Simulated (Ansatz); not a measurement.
input.yaml (Ansatz)

```yaml
crystal:
  lattice:
    - [4.9986402593, 0.0, 0.0]
    - [-2.4993201296, 4.3289494489, 0.0]
    - [0.0, 0.0, 2.9931761248]
  atoms:
    - { symbol: Cd, position: [1.0, 0.0, 0.0] }
    - { symbol: Cd, position: [0.3333333333, 0.6666666667, 0.5] }
    - { symbol: Cd, position: [0.6666666667, 0.3333333333, 0.5] }
hamiltonian:
  xc: pbesol
  pseudopotentials:
    kind: paw
    azcp:
      Cd: "pseudopotentials/Cd.paw.azcp"
basis:
  ecutwfc: 420
  fft_grid_basis: typed
kpoints:
  mp_grid: { grid: [10, 10, 14], shift: [0, 0, 0] }
magnetization:
  spin_polarized: false
scf:
  occupations: { method: fermi_dirac, width: 0.1 }
output:
  write_density: true
  write_potential: true
  elf: true
  volumetric_format: npy
```

Output

```
Warning: the record states the generating functional pbe (its physics header spells it `PBE`), which answers neither for hamiltonian.xc's functional nor for the pbesol family's — results may be inconsistent (PPs are generated against a specific XC)
Engine: ansatz 0.2.0, aarch64-unknown-linux-gnu
Pseudopotentials: kind: paw
Pseudopotential: Cd, paw, valence charge 20, recommended cutoff 420 eV (normal) 
Functional definition: PBEsol
  exchange = pbesol_x
  correlation = pbesol_c
Crystal: 3 atoms, lattice volume = 64.769 Å³
Basis set: ecut = 420 eV, 1265 PW (Γ)
Bands: 36, of which v1, the nominal top of the filled ones, is band 30 counted from 1 (29 counted from 0)
Symmetry: 24 space group operations
Space group: P6/mmm (ITA 191), of the structure as read, at distance tolerance 4.0e-5 Å
k-points: 112 of 1400
Non-local potential: Cd, projectors of the file, l = 0: 3, l = 1: 2, l = 2: 2, l = 3: 1
PAW form: soft (Blöchl's): semilocal exchange-correlation on the pseudo side does not see the compensation charge
PAW frozen core: Cd, regenerated for the run's functional, and the local potential with it (the file was generated under x = pbe(κ = 0.804, μ = 0.2195149727645171), c = pbe(β = 0.06672455060314922))
PAW one-centre angular grid: Cd, 590 points (default); XC on 64 Gauss nodes
Initial density: superposition of atomic densities (neutral atoms: chi_scale 0, normalization atom), corrected by the library's trained network
Initial wavefunctions: pseudopotential atomic-orbital guess
Functional: x = pbesol(κ = 0.804, μ = 0.12345679012345678), c = pbesol(β = 0.046)
SCF iter   1: F=—  HF=-24551.950639 eV  |F-HF|=—  |Δ(HF+E_count)|=         —  Δρ=5.68e-3  dr2=1.71e-2  ethr=1.77e-3  ⟨swp⟩=5.9  Hψ=14480  notcnv=0  defer=16
SCF iter   2: F=—  HF=-24551.946050 eV  |F-HF|=—  |Δ(HF+E_count)|=   4.59e-3  Δρ=1.73e-3  dr2=1.91e-3  ethr=2.85e-5  ⟨swp⟩=2.1  Hψ=6603  notcnv=0  defer=16
SCF iter   3: F=—  HF=-24551.945477 eV  |F-HF|=—  |Δ(HF+E_count)|=   5.73e-4  Δρ=6.04e-4  dr2=1.85e-4  ethr=3.18e-6  ⟨swp⟩=2.0  Hψ=5645  notcnv=0  defer=16
SCF iter   4: F=—  HF=-24551.945439 eV  |F-HF|=—  |Δ(HF+E_count)|=   3.75e-5  Δρ=1.14e-4  dr2=8.95e-6  ethr=3.09e-7  ⟨swp⟩=2.3  Hψ=6343  notcnv=0  defer=16
SCF iter   5: F=—  HF=-24551.945433 eV  |F-HF|=—  |Δ(HF+E_count)|=   6.18e-6  Δρ=2.77e-5  dr2=5.77e-7  ethr=1.49e-8  ⟨swp⟩=2.5  Hψ=5836  notcnv=0  defer=16
SCF iter   6: F=-24551.945433 eV  HF=-24551.945433 eV  |F-HF|=1.39e-8  |Δ(HF+E_count)|=   9.12e-8  Δρ=4.43e-6  dr2=2.52e-8  ethr=1.67e-10  ⟨swp⟩=5.3  Hψ=11720  notcnv=0
SCF 1 converged in 6 iterations: F = -24551.945433 eV  dr2 = 2.52e-8
SCF converged after 6 iterations
Free energy (F): -24551.945433 eV
Harris-Foulkes:  -24551.945433 eV  (|F-HF|=1.39e-8)
Internal energy: -24551.908306 eV  (E = F + TS)
E sigma→0 (E₀):  -24551.926869 eV
Entropy (-TS):   -0.037127 eV (-12.376 meV/atom)
Fermi energy:    14.536818 eV
--- Per-component energies (eV) ---
  E_band       = -1187.483087
  E_kinetic    = 1515.110973
  E_local      = -8790.341707  (includes V_loc(G=0)·N_el)
  E_nonlocal   = 105.691695
  E_hartree    = 4130.291661
  E_xc         = -527.573832
  E_vxc        = -664.720825  (∫ρ·V_xc dr)
  E_paw        = -12038.121866  (= ΣΔE_a)
  E_vpaw       = -1613.801649  (= ΣTr[D̂ρ^β])
  E_aug_tail   = 0.000039  (compensation charges beyond the density's cutoff)
  E_ewald      = -8947.991148
  E_core_change = 1.025879  (= ΣΔE_core)
  E_smearing   = -0.037127  (= −TS)
  E_closure    = 0.000000  (closes the sum)
  Σ components = -24551.945433   (vs F -24551.945433, Δ=0.00e0)
--- Band table (eV; the first three rows and the last of 112) ---
  k-point 0: bands = ["-88.4040", "-88.3988", "-88.3713", "-49.5018", "-49.5018", "-49.4686", "-49.4686", "-49.4654", "-49.4587", "-49.4476", "-49.4476", "-49.4410", "4.6149", "5.1798", "5.2037", "5.3602", "5.3602", "5.5317", "5.5317", "5.5473", "5.5473", "5.5738", "5.7476", "5.7476", "5.7700", "5.7700", "6.2464", "6.2464", "14.8121", "15.0387", "15.3168", "15.3168", "15.3407", "15.3407", "22.5809", "27.0602"]
  k-point 1: bands = ["-88.4039", "-88.3987", "-88.3712", "-49.5016", "-49.5016", "-49.4683", "-49.4683", "-49.4670", "-49.4604", "-49.4477", "-49.4477", "-49.4427", "4.6595", "5.2281", "5.2627", "5.3555", "5.3555", "5.4873", "5.4873", "5.4875", "5.4875", "5.6691", "5.7852", "5.7852", "5.7920", "5.7920", "6.2313", "6.2313", "14.8698", "15.0984", "15.4154", "15.4154", "15.4535", "15.4535", "21.5837", "28.1681"]
  k-point 2: bands = ["-88.4036", "-88.3985", "-88.3710", "-49.5012", "-49.5012", "-49.4717", "-49.4675", "-49.4675", "-49.4650", "-49.4478", "-49.4478", "-49.4474", "4.7821", "5.2972", "5.2972", "5.3439", "5.3844", "5.3844", "5.4205", "5.4205", "5.4305", "5.8012", "5.8012", "5.8621", "5.8621", "5.9809", "6.1962", "6.1962", "15.0475", "15.2820", "15.7027", "15.7027", "15.7847", "15.7847", "19.7328", "27.9501"]
  k-point 111: bands = ["-88.3998", "-88.3992", "-88.3694", "-49.5039", "-49.4964", "-49.4953", "-49.4833", "-49.4784", "-49.4731", "-49.4591", "-49.4486", "-49.4483", "4.7957", "4.9702", "5.1424", "5.1755", "5.2357", "5.2596", "5.3550", "5.4698", "5.6384", "5.7808", "5.8038", "6.2591", "6.2726", "6.3635", "6.4077", "12.7051", "13.4392", "13.8386", "14.0570", "14.2918", "14.6984", "20.9000", "21.5620", "22.4214"]
```
